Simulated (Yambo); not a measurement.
Yambo run on LaVO4 (space group I4_1/amd, No. 141). The wavefunctions are PBEsol (Quantum ESPRESSO, PseudoDojo norm-conserving, 110 Ry, scalar-relativistic) ones on a 2×2×2 mesh (48 occupied bands); a = 6.2106 Å, b = 6.2106 Å, c = 6.2106 Å, α = 106.15°, β = 106.15°, γ = 116.33°.

Yambo input:

```
rim_cut
HF_and_locXC
RandQpts= 1000000
RandGvec= 1 Ry
EXXRLvcs= 110 Ry
VXCRLvcs= 440 Ry
% QPkrange
 1 | 1 | 48 | 49 |
 2 | 2 | 48 | 49 |
 3 | 3 | 48 | 49 |
 4 | 4 | 48 | 49 |
%
```

k points by index: 1 = Γ, 2 = X, 3 = N, 4 = M.

Resulting energies as the program prints them:

```
#    K-point    Band    Eo [eV]    Ehf [eV]    Vxc [eV]    Vnlxc [eV]
#
    1    48    -0.015576    -5.100294    -19.27290    -24.35762
    1    49    3.016766    9.865065    -19.53888    -12.69058
    2    48    -0.358745    -5.442864    -18.72547    -23.80959
    2    49    3.639537    10.93818    -21.00965    -13.71101
    3    48    0.000000    -4.892281    -19.54962    -24.44190
    3    49    3.646283    11.05172    -21.17030    -13.76487
    4    48    -0.380635    -5.238100    -19.08220    -23.93967
    4    49    3.752455    11.34021    -21.92545    -14.33770
```
Exchange alone, without screening.

Geometry of the Materials Project entry, not relaxed at this level.

The structure is a Materials Project entry; no match was found in the copy of COD used, and its stability was not checked.

The runs are not spin-polarised; magnetic order was not tried.
